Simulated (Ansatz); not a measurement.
Si (hcp (Mg type), space group No. 194) under volume change, plane-wave PAW r²SCAN (Ansatz code), shape and atoms relaxed at each volume.

| V (Å³/atom) | E − E(relaxed) (meV/atom) | P (GPa) |
|---|---|---|
| 12.518 | 36.8 | 10.66 |
| 12.931 | 15.3 | 6.24 |
| 13.343 | ? | ? |
| 13.756 | 0.0 | 0.00 |
| 14.169 | 3.4 | -2.59 |
| 14.581 | 13.0 | -4.74 |
| 14.994 | ? | ? |

Question: Some entries are withheld; supply them.

Answer: 
- 13.343, E − E(relaxed) (meV/atom): 3.7
- 13.343, P (GPa): 2.83
- 14.994, E − E(relaxed) (meV/atom): 27.6
- 14.994, P (GPa): -6.54

Question: What does a third-order Birch–Murnaghan fit give for V₀, B₀ and B′?

Answer: V₀ = 13.74 Å³/atom, B₀ = 91.3 GPa, B′ = 4.7.

Space group P6_3/mmc (hcp (Mg type)). The start of the workflow was typed in or built on a structure type; the Crystallography Open Database copy checked does not list it. It is not the phase usual at ambient conditions (space group No. 227). The cell was relaxed with r²SCAN under the symmetry of its start; whether a distortion lowers the energy is not shown.

Potentials: the earlier of the program's two PAW sets.
